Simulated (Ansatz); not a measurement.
CsH₆: relaxed-ion elastic tensor

Method: DFT PBE, scalar-relativistic, plane waves, PAW in Ansatz. Settings: 420 eV plane-wave cutoff, Γ-centred 8×8×6 mesh, Fermi-Dirac smearing of 0.15 eV. No spin polarisation.

Relaxed structure:
```yaml
crystal:
  lattice:
    - [5.41319, 0.02144, 0.18059]
    - [2.72473, 4.71873, 0.33702]
    - [0.98715, 1.59411, 7.52003]
  atoms:
    - { symbol: Cs, position: [0.71329, 0.28596, 0.00005] }
    - { symbol: H, position: [0.37858, 0.94870, 0.55002] }
    - { symbol: H, position: [0.71695, 0.34619, 0.46120] }
    - { symbol: H, position: [0.05033, 0.62286, 0.44997] }
    - { symbol: H, position: [0.71207, 0.22512, 0.53870] }
    - { symbol: H, position: [0.37889, 0.95787, 0.45041] }
    - { symbol: H, position: [0.04988, 0.61331, 0.54966] }
```

The cell was found from a structure generator's guess, not taken from experiment. In a metal, frequencies and elastic constants depend on the k mesh and the smearing, soft modes and shear constants most. Spin–orbit coupling is left out, which matters for heavy elements.

Q: Give the relaxed-ion elastic constants (GPa, Voigt order xx yy zz yz xz xy, on the Cartesian axes of the cell above).

A:
C11 = 3.9, C12 = 1.4, C13 = -0.6, C14 = 0.1, C15 = 0.1, C22 = 3.9, C23 = -0.5, C24 = 0.1, C25 = 0.1, C33 = 1.9, C34 = 0.1, C35 = 0.1, C36 = 0.1, C44 = 0.2, C45 = 0.2, C55 = 0.1, C66 = 1.2 GPa; the others vanish.

Q: Is the crystal stable against homogeneous strain?

A: Too close to call: the least eigenvalue is 0.0 GPa, within what the k mesh leaves open in a metal.
